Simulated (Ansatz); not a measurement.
Fe3Co:
```
Fe3Co
1.0
    4.02177     0.00000     0.00000
    0.00000     4.02177     0.00000
    0.00000     0.00000     2.83571
Fe Co
3 1
Cartesian
  2.01088   2.01088   0.00000
  2.01088   0.00000   1.41786
  0.00000   2.01088   1.41786
  0.00000   0.00000   0.00000
```
The run is spin-polarised; directions of the spins, atom by atom: ↑ ↑ ↑ ↑.

Relaxed with r²SCAN.

Question: Map the spin density (μB/Å³) on the plane through (0.500, 0.000, 0.500) spanned by u = [1, 0, 0] and v = [0, 0, 1] in lattice vectors, from plane-wave PAW r²SCAN (Ansatz code).

Answer: x is the fraction of u, y of v (the angle between them is 90°; rows are the nearest grid lines); atoms in the plane: Fe at (0.00, 0.00), Co at (0.50, 0.50).
```
|862000000000000000268|
|652000000000000000256|
|321000000000000000123|
|110000000000000000011|
|000000000000000000000|
|000000000010000000000|
|000000000131000000000|
|000000001474100000000|
|000000001696100000000|
|000000001474100000000|
|000000000131000000000|
|000000000010000000000|
|000000000000000000000|
|110000000000000000011|
|321000000000000000123|
|652000000000000000256|
|862000000000000000268|
```
Scale: ten equal steps from -0.046 (start of '0') to 8.99 (end of '9'), in the order '0123456789'; x runs from 0.000 to 1.00, y from 0.000 (bottom) to 1.00 (top).

The density is the valence pseudo-density with augmentation charge, so density and ELF within about 1 Å of a nucleus are not all-electron values.

Space group P4/mmm. The first step of the workflow began from a Materials Project structure, measured or hypothetical; the Crystallography Open Database copy checked does not list it. Its standing as an ambient phase is unchecked. The cell was relaxed with r²SCAN under the symmetry of its start; whether a distortion lowers the energy is not shown. Magnetic state: ferromagnetic, chosen from 5 collinear starts compared on coarse meshes (ties went to the first, and starts can fall back to one state), not a proven ground state. Other orbital occupations within this spin state were not tried. For itinerant 3d metals, meta-GGAs of the SCAN family and hybrids are commonly reported to give too large moments.

Potentials: the later of the program's two PAW sets.
